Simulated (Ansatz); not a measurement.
Input:

InGaSbAs:
```yaml
crystal:
  lattice:
    - [4.35771, 0.00000, 0.00000]
    - [0.00000, 4.39128, 0.00000]
    - [0.00000, 0.00000, 6.23189]
  atoms:
    - { symbol: In, position: [0.00000, 0.00000, 0.98286] }
    - { symbol: As, position: [0.00000, 0.50000, 0.73401] }
    - { symbol: Ga, position: [0.50000, 0.50000, 0.51610] }
    - { symbol: Sb, position: [0.50000, 0.00000, 0.27000] }
```

This is the PBE-relaxed structure.

**Question.** All from PBE in the plane-wave PAW code Ansatz, unless another level is named. Estimate the electronic character.

**Answer.** no gap, with almost no states at the Fermi level (zero-gap or semimetallic).

**Question.** And the formation energy from the elements (no fitted shifts)?

**Answer.** -0.18 eV/atom.

Space group Pmm2. The start of the workflow was typed in or built on a structure type; neither database checked (COD, Materials Project) lists it. Its standing as an ambient phase is unchecked. The PBE relaxation kept the symmetry of its start; its stability against distortions is not shown here. The references are the lowest solids computed at this level, not always the standard phases. Scalar-relativistic: spin–orbit coupling is off unless named, which matters more the heavier the elements.

Potentials: the earlier of the program's two PAW sets.
